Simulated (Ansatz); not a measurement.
# Ansatz 0.2.0, settings compared: Pb₃F₂

Run with:

```bash
ansatz run input.yaml --threads 1 --pin off --max-ram 2560MiB --backend cpu --events-out ev --progress --plain --runs-dir out
```

The input file (Ansatz 0.2.0, plane waves):

```yaml
crystal:
  lattice:
    - [7.577306, 0.0, 0.0]
    - [0.0, 7.577306, 0.0]
    - [0.0, 0.0, 4.422133]
  atoms:
    - { symbol: Pb, position: [0.3714, 0.8714, 0.5] }
    - { symbol: Pb, position: [0.1286, 0.3714, 0.5] }
    - { symbol: Pb, position: [0.6286, 0.1286, 0.5] }
    - { symbol: Pb, position: [0.8714, 0.6286, 0.5] }
    - { symbol: Pb, position: [0.0, 0.0, 0.5] }
    - { symbol: Pb, position: [0.5, 0.5, 0.5] }
    - { symbol: F, position: [0.1734, 0.6734, 0.0] }
    - { symbol: F, position: [0.3266, 0.1734, 0.0] }
    - { symbol: F, position: [0.8266, 0.3266, 0.0] }
    - { symbol: F, position: [0.6734, 0.8266, 0.0] }
  symmetry: { tolerance: 0.0003 }
kpoints:
  mp_grid: { grid: [3, 3, 4], shift: [0, 0, 0] }
magnetization:
  spin_polarized: false
scf:
  occupations: { method: fermi_dirac }
hamiltonian:
  pseudopotentials: { kind: paw }
  xc: pbe
basis:
  ecutwfc: 420
output:
  forces: true
  stress: true
  eigenvalues: true
  write_density: true
  write_potential: true
  elf: true
  volumetric_format: npy
```

Origin of the cell: a known structure type with other elements, at an estimated volume, so it need not be a known compound.

The smearing width isn't typed, so it takes its default of 0.1 eV.

Output of this run (shortened):

```
Pseudopotentials: kind: paw
Pseudopotential: Pb, paw, valence charge 14, recommended cutoff 420 eV (normal), Pb.paw.azcp
Pseudopotential: F, paw, valence charge 7, recommended cutoff 420 eV (normal), F.paw.azcp
Functional definition: PBE
  exchange = pbe_x(kappa = kappa, mu = beta*pi^2/3)
  correlation = pbe_c(beta = beta)
Crystal: 10 atoms, lattice volume = 253.899 Å³
Basis set: ecut = 420 eV, 5007 PW (Γ), exchange–correlation on 108×108×60 points (8 copies of the dense FFT grid, shifted against one another)
Bands: 68, of which v1, the nominal top of the filled ones, is band 56 counted from 1 (55 counted from 0)
Symmetry: 16 space group operations
Space group: P4/mbm (ITA 127), of the structure as read, at distance tolerance 1.9e-3 Å
k-points: 9 of 36
[… 4 lines left out …]
Initial density: superposition of atomic densities (neutral atoms: chi_scale 0, normalization atom), corrected by the library's trained network
Functional: x = pbe(κ = 0.804, μ = 0.219515), c = pbe(β = 0.066725)
SCF iter   1: F=—  HF=-74668.156075 eV  Δρ=2.61e-3  dr2=1.31e-2  defer=1
SCF iter   2: F=—  HF=-74668.162390 eV  Δρ=1.49e-3  dr2=6.55e-3  defer=2
SCF iter   3: F=—  HF=-74668.160311 eV  Δρ=3.09e-4  dr2=3.12e-4  defer=2
SCF iter   4: F=—  HF=-74668.160301 eV  Δρ=7.98e-5  dr2=2.21e-5  defer=2
SCF iter   5: F=—  HF=-74668.160262 eV  Δρ=2.17e-5  dr2=2.40e-6  defer=2
SCF iter   6: F=—  HF=-74668.160262 eV  Δρ=5.92e-6  dr2=1.74e-7  defer=2
SCF iter   7: F=-74668.160262 eV  HF=-74668.160262 eV  Δρ=1.97e-6  dr2=1.31e-8
SCF 1 converged in 7 iterations: F = -74668.160262 eV  dr2 = 1.31e-8
SCF converged after 7 iterations
Free energy (F): -74668.160262 eV
Harris-Foulkes:  -74668.160262 eV  (|F-HF|=1.57e-9)
Internal energy: -74668.036486 eV  (E = F + TS)
E sigma→0 (E₀):  -74668.098374 eV
Entropy (-TS):   -0.123776 eV (-12.378 meV/atom)
Fermi energy:    7.400972 eV
--- Per-component energies (eV) ---
  E_band       = -559.854076
  E_kinetic    = 2551.302513
  E_local      = -9276.964038  (includes V_loc(G=0)·N_el)
  E_nonlocal   = 2391.829537
  E_hartree    = 3621.880537
  E_xc         = -1641.021591
  E_vxc        = -1199.661164  (∫ρ·V_xc dr)
  E_paw        = -63233.341449  (= ΣΔE_a)
  E_vpaw       = -2270.132084  (= ΣTr[D̂ρ^β])
  E_aug_tail   = 0.008431  (compensation charges beyond the density's cutoff)
  E_ewald      = -9081.730426
  E_smearing   = -0.123776  (= −TS)
  Σ components = -74668.160262   (vs F -74668.160262, Δ=0.00e0)
--- Forces (eV/Å), atoms counted from 1 ---
  atom   1  Pb    -1.300808    -1.300808     0.000000
  atom   2  Pb     1.300808    -1.300808     0.000000
  atom   3  Pb     1.300808     1.300808     0.000000
[… 2 lines left out …]
  atom   6  Pb     0.000000    -0.000000     0.000000
  atom   7  F     -0.054153    -0.054153     0.000000
  atom   8  F      0.054153    -0.054153     0.000000
  atom   9  F      0.054153     0.054153     0.000000
  atom  10  F     -0.054153     0.054153     0.000000
  max |Σ_I F_I| component: 6.52e-16 eV/Å
--- Stress (GPa, compression-positive) ---
        5.234598       0.000000       0.000000
        0.000000       5.234598       0.000000
        0.000000       0.000000      -5.718714
  P = ⅓ Tr σ = 1.5835 GPa (15.835 kbar)
```

The same input was run again with these changes:

1. `scf.lower_state_search` default → "off"
2. `scf.algorithm` default → direct_min; `basis.xc_grid` default → 4
3. `kpoints.mp_grid.grid` [3, 3, 4] → [4, 4, 5]; `hamiltonian.xc` pbe → rpbe
4. `hamiltonian.xc` pbe → pbesol; `scf.lower_state_search` default → standard; `basis.xc_grid` default → 3

```tsv
run	end	SCF iterations	P (GPa)	max force component (eV/Å)	moment (μB)	ΔE(σ→0) (meV/atom)
base	converged	7	1.58	1.301	–	0
1	converged	7	1.58	1.301	–	0.00
2	converged	6	1.58	1.301	–	-0.01
3	converged	7	3.76	1.256	–	–
4	converged	8	-1.11	1.244	–	–
```

Energies are compared only where functional, datasets, charge and starting cell are the same.

Caveats of the base run: no spin, though holes on the anions or broken bonds may carry moments; no spin-orbit coupling, though heavy elements are present; the k mesh is coarse if the cell is a metal.

Run 3: forces of this functional can be a tenth off on datasets made under PBE.

Time of the base run: 15 s on 1 thread of Arm Neoverse V1 (shared host), peak memory 0.48 GiB, from the program's own first density.
